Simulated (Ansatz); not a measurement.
Relaxed-ion elastic tensor of ZnSe (zinc blende, F-43m) in GPa (Voigt order), LDA (plane waves, PAW; program Ansatz); density 5.56 g/cm³, 21.57 Å³ per atom.

```
97.5  58.8  58.8   0.0   0.0   0.0
58.8  97.5  58.8   0.0   0.0   0.0
58.8  58.8  97.5   0.0   0.0   0.0
 0.0   0.0   0.0  43.0   0.0   0.0
 0.0   0.0   0.0   0.0  43.0   0.0
 0.0   0.0   0.0   0.0   0.0  43.0
```

Task: Is the crystal mechanically stable?

Result: Yes: the smallest eigenvalue of C is 38.7 GPa.

Task: Work out the Voigt, Reuss and Hill averages.

Result: K_V = 71.7, K_R = 71.7, K_H = 71.7; G_V = 33.6, G_R = 28.9, G_H = 31.2 GPa.

Task: Give Young's modulus, Poisson's ratio, Pugh's ratio and the universal anisotropy index.

Result: E = 9KG/(3K + G) = 81.8 GPa; ν = 0.31; K/G = 2.30 (ductile by the Pugh limit of 1.75); A_U = 5G_V/G_R + K_V/K_R − 6 = 0.81.

Task: Estimate the sound speeds and the Debye temperature.

Result: v_l = √((K + 4G/3)/ρ) = 4520 m/s, v_t = √(G/ρ) = 2370 m/s, mean 2650 m/s; Θ = (h/k)(3n/4πV)^(1/3) v_m = 284 K.

Task: Give the Zener ratio and Young's modulus along [100], [110] and [111].

Result: A = 2C44/(C11 − C12) = 2.23; 1/E = S11 − 2(S11 − S12 − S44/2)Γ with Γ = 0, 1/4, 1/3 gives 53.2, 85.7, 108 GPa.

Task: Solve the Christoffel equation for the three sound speeds along [100], [110], [111].

Result: Eigenvalues of C_ijkl n_j n_l equal ρv² (piezoelectric stiffening left out). In km/s, slowest first: [100] 2.78, 2.78, 4.19; [110] 1.87, 2.78, 4.67; [111] 2.21, 2.21, 4.82.

The LDA relaxation kept the symmetry of its start.

Potentials: the earlier of the program's two PAW sets. The files were generated under PBE; for other functionals the program regenerates the frozen cores, and for LDA and PBEsol the local potential too.
